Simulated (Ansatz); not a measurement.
An Ansatz run on Si5Ge, ordered on the diamond lattice (P3m1) with 6 atoms a cell left the output below. The cell was relaxed beforehand with r2SCAN.

The cell given to it:
```xyz
6
Lattice="3.8731 0.0000 0.0000 -1.9366 3.3542 0.0000 0.0000 0.0000 9.4848" Properties=species:S:1:pos:R:3 pbc="T T T"
Si    0.0000    0.0000   -0.0308
Si    1.9366    1.1181    6.3219
Si    0.0000    2.2361    3.1933
Si    1.9366    1.1181    8.6815
Si    0.0000    2.2361    5.5451
Ge    0.0000    0.0000    2.3723
```

The output, standing remarks left out:
```
scf.n_extra_bands = 5 over 17 filled bands (N_el = 34.0): the run solves 22 bands
Pseudopotential: Si, paw, valence charge 4, recommended cutoff 420 eV
Pseudopotential: Ge, paw, valence charge 14, recommended cutoff 420 eV
Crystal: 6 atoms, lattice volume = 123.220 Å³
Basis set: ecut = 420 eV, 2431 PW (Γ)
Bands: 22, of which v1, the nominal top of the filled ones, is band 17 counted from 1 (16 counted from 0)
Symmetry: 6 space group operations
Space group: P3m1 (ITA 156)
k-points: 14 of 72 (time reversal used)
[warm-up without exact exchange]
SCF 1 stopped early in 4 iterations: F = -7473.901205 eV  dr2 = 1.46e-5
[exact exchange on]
Exchange kernel: α = 0.2500, screened, ω = 0.2079 Å⁻¹, Wigner–Seitz truncation, v(0) = 1045.7649 eV·Å³, q-mesh 6×6×2
preconditioner: auto → none  [insulator: Δε(μ)=1.167 eV  ℏωp=16.4 eV]
SCF 2 stopped early in 8 iterations: F = -7477.243039 eV  dr2 = 4.11e-6
hybrid outer 1: dexx = +1.541e-2 eV, tail = 3.31e-5 eV
SCF 3 converged in 5 iterations: F = -7477.243155 eV  dr2 = 1.10e-9
hybrid outer 2: dexx = +8.268e-7 eV, tail = 1.63e-8 eV, Δε = 2.85e-3 eV, ΔF = 2.74e-3 eV/Å
Free energy (F): -7477.243155 eV
Fermi energy:    6.314385 eV
--- Per-component energies (eV) ---
  E_band       = -194.325257
  E_kinetic    = 312.516600
  E_local      = -3443.819953
  E_nonlocal   = 546.408227
  E_hartree    = 1536.800517
  E_xc         = -285.743641
  E_vxc        = -242.799467
  E_exx        = -82.410883
  E_paw        = -4570.605121
  E_vpaw       = -275.408841
  E_ewald      = -1489.728212
  E_core_change = -0.660955
--- Forces (eV/Å), atoms counted from 1 ---
  atom   1  Si      0.00000      0.00000    -0.03296
  atom   2  Si      0.00000      0.00000    -0.00284
  atom   3  Si      0.00000      0.00000      0.03006
  atom   4  Si      0.00000      0.00000    -0.00713
  atom   5  Si      0.00000      0.00000      0.01034
  atom   6  Ge      0.00000      0.00000      0.00255
--- Stress (GPa, compression-positive) ---
        0.061017       0.000000       0.000000
        0.000000       0.061017       0.000000
        0.000000       0.000000      -0.262683
  P = ⅓ Tr σ = -0.0469 GPa (-0.469 kbar)
--- Band table (eV; the first three rows and the last of 14) ---
  k-point 0: bands = […, 5.0473, 5.2466, 5.2466, 6.2819, 6.3144, 6.3144, 8.4834, 8.5081, 9.5434, 9.5434, …]
  k-point 1: bands = […, 4.9005, 4.9005, 5.6680, 5.6680, 5.9465, 5.9465, 8.2645, 9.1436, 9.2088, 10.1420, …]
  k-point 2: bands = […, 3.7678, 4.0042, 4.2547, 5.0882, 5.6069, 5.8130, 8.8899, 9.3926, 9.5720, 9.9686, …]
  k-point 13: bands = […, 1.8468, 1.8696, 1.9914, 3.2567, 3.2591, 3.3196, 10.2989, 10.3432, 10.4059, 10.4102, …]
```

bands.tsv, columns around the gap (it counts bands from 0):
```tsv
# k_distance	band_12	band_13	band_14	band_15	band_16	band_17	band_18	band_19	band_20
# fermi_ev = 6.314385
# [0, 0, 0] at k_distance = 0.000000
# [0.5, 0, 0] at k_distance = 0.936608
# [0.3333333333, 0.3333333333, 0] at k_distance = 1.477359
# [0, 0, 0.5] at k_distance = 2.608445
# [0.5, 0, 0.5] at k_distance = 3.545053
# [0.3333333333, 0.3333333333, 0.5] at k_distance = 4.085804
# [0, 0.416667, 0.169271] at k_distance = 4.689774
# [0, 0, 0.15] at k_distance = 5.470386
# levels_relative_to = fermi_ev
0.000	-1.068	-1.068	-0.032	0.000	0.000	2.169	2.194	3.229	3.229
0.937	-3.210	-3.126	-3.014	-2.068	-1.927	1.206	1.290	2.544	2.767
1.477	-4.871	-4.777	-2.421	-2.374	-2.306	1.979	2.240	2.248	6.530
2.608	-1.414	-0.646	-0.646	-0.368	-0.368	1.950	2.829	2.894	3.828
3.545	-3.984	-2.940	-2.802	-1.375	-1.372	1.491	1.755	1.938	3.315
4.086	-4.445	-4.323	-3.058	-3.055	-2.995	3.984	4.029	4.091	4.096
4.690	-3.088	-3.069	-2.284	-1.757	-1.578	1.085	1.742	2.307	2.621
5.470	-0.982	-0.982	-0.422	-0.056	-0.056	2.062	2.354	3.286	3.312
```
In order the rows are Γ, M, K, A, L, H, (0, 0.417, 0.169), Γ–A (0.30).

Q: What input produced it? Give the YAML.

A:
```yaml
crystal:
  # lattice and atoms as above
kpoints:
  mp_grid: { grid: [6, 6, 2] }
  band_path:
    path:
      - [0.0, 0.0, 0.0]
      - [0.5, 0.0, 0.0]
      - [0.3333333333, 0.3333333333, 0.0]
      - [0.0, 0.0, 0.5]
      - [0.5, 0.0, 0.5]
      - [0.3333333333, 0.3333333333, 0.5]
      - [0.0, 0.416667, 0.169271]
      - [0.0, 0.0, 0.15]
    npoints: 1
hamiltonian:
  xc: hse06
scf:
  occupations: { method: fixed }
  n_extra_bands: 5
output:
  forces: true
  stress: true
  eigenvalues: true
```
The exchange loop and the term E_exx show exact exchange. A single point prints forces and stress when the output block asks for them. The lines shown narrow the functional down without fixing it; this is the one that was run. This is the file that was run; thresholds and some counts can't be read off the log exactly.

Run as `ansatz run input.yaml --threads 4 --pin off --max-ram 6451MiB --backend cpu --events-out ev --progress --plain --runs-dir out`. It took 2.2 min on 4 threads of Arm Neoverse N1 (shared host); peak host memory 1.8 GiB.

Values at 0 K without nuclear motion; spin polarisation is off, and the phase may be a hypothetical one.

The runs are scalar-relativistic, without spin-orbit coupling.

The program warns that its thresholds are loose for a hybrid's stress.

The meshes of the hybrids are coarse, so their gaps aren't converged to the digits shown.
